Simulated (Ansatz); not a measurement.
A distorted cell of Rb (bcc, W type):

```yaml
crystal:
  lattice:
    - [-2.85430, 2.85430, 2.85430]
    - [2.85430, -2.85430, 2.85430]
    - [2.85430, 2.85430, -2.85430]
  atoms:
    - { symbol: Rb, position: [0.00000, 0.00000, 0.00000] }
```

These are PBE (plane waves to 420 eV, PAW, scalar-relativistic; Ansatz, a program for electronic structure) values and carry that method's errors. k mesh 12×12×12 (Γ-centred), Fermi-Dirac smearing 0.05 eV. The energy includes the smearing's −TS. Stress and pressure are positive under compression. Rb was relaxed with its symmetry unable to fall. The PAW data are Ansatz's earlier set.

What is the stress tensor (GPa)?


```
   -0.1      0.0      0.0
    0.0     -0.1      0.0
    0.0      0.0     -0.1
```
The pressure, a third of the trace, is -0.1 GPa.

It is the relaxed cell scaled evenly to V/V₀ = 1.020, atoms relaxed where free. What is its energy relative to the relaxed cell?

0 meV/atom.

(A scan under strain: stresses follow from slopes of the energy per volume, elastic moduli from its curvatures.)
